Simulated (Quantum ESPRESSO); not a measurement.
Nb4PdRhAlIr, input and log of a self-consistent run

A calculation, not a measurement. The program is pw.x of Quantum ESPRESSO 7.5 (plane-wave density functional theory). The cell is made up: eight metal atoms on a face-centred cubic lattice, with elements, volume, strain and displacements drawn at random and not relaxed, so it may be unstable or far from any real phase. PseudoDojo standard norm-conserving files set the functional (PBE unless stated); there is no spin polarisation or spin-orbit coupling, the Fermi-Dirac width of 0.25 eV means electrons at about 2900 K, and the masses in the input are unused placeholders. Heavy elements are run without spin-orbit coupling, which real alloys of them have. A spin test at this wide smearing found no moment, but such smearing suppresses magnetism that the real alloy may have.

Input:

```
&control calculation='scf', pseudo_dir='./dojo.nc.sr.pbe.v0_5.standard.upf', outdir='./o', disk_io='minimal', tprnfor=.true., tstress=.true. /
&system ibrav=0, nat=8, ntyp=5, nbnd=71, ecutwfc=87.97787729, nosym=.true., tot_charge=0,
 occupations='smearing', smearing='fd', degauss=0.0183746611
/
&electrons conv_thr=1.470e-08, electron_maxstep=70, mixing_beta=0.5 /
ATOMIC_SPECIES
Al 1.0 Al.upf
Ir 1.0 Ir.upf
Nb 1.0 Nb.upf
Pd 1.0 Pd.upf
Rh 1.0 Rh.upf
CELL_PARAMETERS angstrom
-2.0089 -4.0178 -2.0089
-4.0178 2.0089 2.0089
0.0 4.0178 -4.0178
ATOMIC_POSITIONS angstrom
Nb 0.0223 0.1089 0.0206
Nb 0.0671 1.8297 -2.0469
Pd -1.9504 1.995 0.0068
Nb -2.0234 3.9375 -1.9854
Rh -1.9654 -0.1694 -1.9731
Nb -1.9836 1.9987 -4.0797
Al -4.0936 -0.0365 -0.1218
Ir -4.0079 2.0786 -2.0403
K_POINTS automatic
5 5 4 1 1 1
```

The log is shortened where brackets say so; the opening notice, blank lines, dates and the lines on written files are dropped, and the path of the files is cut. It prints rydbergs, bohrs and kilobars, and counts compression as positive stress. Its total energy is the free energy E - TS of the whole cell.

```
     Program PWSCF v.7.5
     Parallel version (MPI & OpenMP), running on       4 processor cores
     Number of MPI processes:                 4
     Threads/MPI process:                     1
     [start-up lines left out]
     bravais-lattice index     =            0
     lattice parameter (alat)  =       9.2989  a.u.
     unit-cell volume          =     875.3698 (a.u.)^3
     number of atoms/cell      =            8
     number of atomic types    =            5
     number of electrons       =       107.00
     number of Kohn-Sham states=           71
     kinetic-energy cutoff     =      87.9779  Ry
     charge density cutoff     =     351.9115  Ry
     scf convergence threshold =      1.5E-08
     mixing beta               =       0.5000
     number of iterations used =            8  plain     mixing
     Exchange-correlation= PBE
                           (   1   4   3   4   0   0   0)
     [axes and pseudopotential details left out]
   Cartesian axes
     site n.     atom                  positions (alat units)
         1        Nb     tau(   1) = (   0.0045318   0.0221306   0.0041863  )
         2        Nb     tau(   2) = (   0.0136360   0.3718313  -0.4159706  )
         3        Pd     tau(   3) = (  -0.3963599   0.4054235   0.0013819  )
         4        Nb     tau(   4) = (  -0.4111950   0.8001780  -0.4034726  )
         5        Rh     tau(   5) = (  -0.3994082  -0.0344254  -0.4009730  )
         6        Nb     tau(   6) = (  -0.4031068   0.4061754  -0.8290759  )
         7        Al     tau(   7) = (  -0.8319006  -0.0074175  -0.0247522  )
         8        Ir     tau(   8) = (  -0.8144847   0.4224127  -0.4146294  )
     number of k points=    50  Fermi-Dirac smearing, width (Ry)=  0.0184
                       cart. coord. in units 2pi/alat
        k(    1) = (  -0.1722297   0.0267913  -0.1263018), wk =   0.0400000
        k(    2) = (  -0.2105030   0.1416111  -0.3176682), wk =   0.0400000
     [further k points left out]
     Dense  grid:    97517 G-vectors     FFT dimensions: (  60,  60,  72)
     Estimated max dynamical RAM per process >     356.68 MB
     Estimated total dynamical RAM >       1.32 GB
     Initial potential from superposition of free atoms
     starting charge     106.9873, renormalised to     107.0000
     Starting wfcs are   73 randomized atomic wfcs
     total cpu time spent up to now is        6.8 secs
     per-process dynamical memory:   274.8 Mb
     Self-consistent Calculation
     iteration #  1     ecut=    87.98 Ry     beta= 0.50
     Davidson diagonalization with overlap
     ethr =  1.00E-02,  avg # of iterations =  5.2
     total cpu time spent up to now is       23.4 secs
     total energy              =   -1234.89616237 Ry
     estimated scf accuracy    <       6.73828867 Ry
     iteration #  2     ecut=    87.98 Ry     beta= 0.50
     Davidson diagonalization with overlap
     ethr =  6.30E-03,  avg # of iterations =  3.0
     total cpu time spent up to now is       38.9 secs
     total energy              =   -1236.46388969 Ry
     estimated scf accuracy    <      26.25230431 Ry
     iteration #  3     ecut=    87.98 Ry     beta= 0.50
     Davidson diagonalization with overlap
     ethr =  6.30E-03,  avg # of iterations =  2.0
     total cpu time spent up to now is       53.2 secs
     total energy              =   -1238.74470529 Ry
     estimated scf accuracy    <       6.28043645 Ry
     iteration #  4     ecut=    87.98 Ry     beta= 0.50
     Davidson diagonalization with overlap
     ethr =  5.87E-03,  avg # of iterations =  1.0
     total cpu time spent up to now is       64.8 secs
     total energy              =   -1238.97237274 Ry
     estimated scf accuracy    <       1.48920118 Ry
     iteration #  5     ecut=    87.98 Ry     beta= 0.50
     Davidson diagonalization with overlap
     ethr =  1.39E-03,  avg # of iterations =  1.3
     total cpu time spent up to now is       77.0 secs
     total energy              =   -1238.86954882 Ry
     estimated scf accuracy    <       0.89877366 Ry
     [iterations 6 to 14 left out]
     iteration # 15     ecut=    87.98 Ry     beta= 0.50
     Davidson diagonalization with overlap
     ethr =  3.37E-09,  avg # of iterations =  2.1
     total cpu time spent up to now is      211.9 secs
     total energy              =   -1238.95987313 Ry
     estimated scf accuracy    <       0.00000170 Ry
     iteration # 16     ecut=    87.98 Ry     beta= 0.50
     Davidson diagonalization with overlap
     ethr =  1.59E-09,  avg # of iterations =  1.2
     total cpu time spent up to now is      224.1 secs
     total energy              =   -1238.95987335 Ry
     estimated scf accuracy    <       0.00000042 Ry
     iteration # 17     ecut=    87.98 Ry     beta= 0.50
     Davidson diagonalization with overlap
     ethr =  3.92E-10,  avg # of iterations =  1.7
     total cpu time spent up to now is      237.2 secs
     total energy              =   -1238.95987339 Ry
     estimated scf accuracy    <       0.00000002 Ry
     iteration # 18     ecut=    87.98 Ry     beta= 0.50
     Davidson diagonalization with overlap
     ethr =  1.86E-11,  avg # of iterations =  3.2
     total cpu time spent up to now is      253.4 secs
     total energy              =   -1238.95987339 Ry
     estimated scf accuracy    <       0.00000002 Ry
     iteration # 19     ecut=    87.98 Ry     beta= 0.50
     Davidson diagonalization with overlap
     ethr =  1.45E-11,  avg # of iterations =  1.9
     total cpu time spent up to now is      266.0 secs
     End of self-consistent calculation
     [lines on levels left out]
!    total energy              =   -1238.95987339 Ry
     estimated scf accuracy    <          7.5E-09 Ry
     smearing contrib. (-TS)   =      -0.11487584 Ry
     internal energy E=F+TS    =   -1238.84499754 Ry
     The total energy is F=E-TS. E is the sum of the following terms:
     one-electron contribution =    -332.45238470 Ry
     hartree contribution      =     229.47652269 Ry
     xc contribution           =    -230.78368256 Ry
     ewald contribution        =    -905.08545298 Ry
     convergence has been achieved in  19 iterations
     Forces acting on atoms (cartesian axes, Ry/au):
     atom    1 type  3   force =    -0.00508767   -0.06803767    0.01494899
     atom    2 type  3   force =    -0.03479812    0.05149643   -0.00025032
     atom    3 type  4   force =    -0.02456595   -0.02756920   -0.00724938
     atom    4 type  3   force =     0.00698235    0.00487729   -0.00286413
     atom    5 type  5   force =    -0.00683643    0.02471691   -0.00942893
     atom    6 type  3   force =    -0.00622998   -0.00975364    0.02695433
     atom    7 type  1   force =     0.06712481    0.04800223   -0.00318828
     atom    8 type  2   force =     0.00341099   -0.02373234   -0.01892227
     Total force =     0.139994     Total SCF correction =     0.000367
     Computing stress (Cartesian axis) and pressure
          total   stress  (Ry/bohr**3)                   (kbar)     P=       53.88
   0.00047061   0.00004160   0.00007251           69.23        6.12       10.67
   0.00004160   0.00025611  -0.00004071            6.12       37.67       -5.99
   0.00007251  -0.00004071   0.00037214           10.67       -5.99       54.74
     init_run     :      6.41s CPU      6.60s WALL (       1 calls)
     electrons    :    253.78s CPU    259.26s WALL (       1 calls)
     forces       :      2.23s CPU      2.25s WALL (       1 calls)
     stress       :      7.84s CPU      7.84s WALL (       1 calls)
     [timing details left out]
     PWSCF        :   4m30.46s CPU   4m36.21s WALL
     JOB DONE.
```

In other units: free energy -16856.908 eV for the cell, pressure 5.39 GPa, largest force component 1.749 eV/Å in size. The run took 278 s of wall time with four MPI processes on a shared machine (Intel Xeon, 2023 or later, virtual cores), so the time is rough. A rerun of this cell at a higher cutoff and on a denser mesh moved values by no more than 0.005 eV in energy, 0.06 GPa in stress and 0.010 eV/Å in force, and a second program with other atomic files agreed on that cell to 2 % rms in force and 0.5 GPa in pressure.